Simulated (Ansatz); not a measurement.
Consider the following.

Zn5InGaO8:
```
CELL_PARAMETERS angstrom
      1.63660     0.94489    19.02957
     -1.63660     0.94489    19.02957
      0.00000    -1.88979    19.02957
ATOMIC_POSITIONS crystal
  In 0.00065 0.00065 0.00065
  O  0.68648 0.68648 0.68648
  Zn 0.72072 0.72072 0.72072
  O  0.06495 0.06495 0.06495
  Zn 0.09934 0.09934 0.09934
  O  0.77692 0.77692 0.77692
  Ga 0.81141 0.81141 0.81141
  O  0.14484 0.14484 0.14484
  O  0.84600 0.84600 0.84600
  Zn 0.19008 0.19008 0.19008
  O  0.22458 0.22458 0.22458
  Zn 0.90203 0.90203 0.90203
  O  0.93652 0.93652 0.93652
  Zn 0.28058 0.28058 0.28058
  O  0.31492 0.31492 0.31492
```

This is the r²SCAN-relaxed structure. Cartesian axes are those of the cell as given.

Q: All from r²SCAN in the plane-wave PAW code Ansatz, unless another level is named. Give the hole effective mass, band 2 of 2 at the edge.

A: 0.39 along x (mₑ).

Q: Give the formation energy from the elements (no fitted shifts).

A: -1.72 eV/atom.

Q: Next, the band gap?

A: 1.42 eV (direct).

Space group R3m. The start of the workflow was typed in or built on a structure type; neither database checked (COD, Materials Project) lists it. Its standing as an ambient phase is unchecked. Symmetry was held in the r²SCAN relaxation; its stability against distortions is not shown here. The references are the lowest solids computed at this level, not always the standard phases (solids in place of the gases). Spin–orbit coupling is left out wherever it is not named.

Potentials: the earlier of the program's two PAW sets.
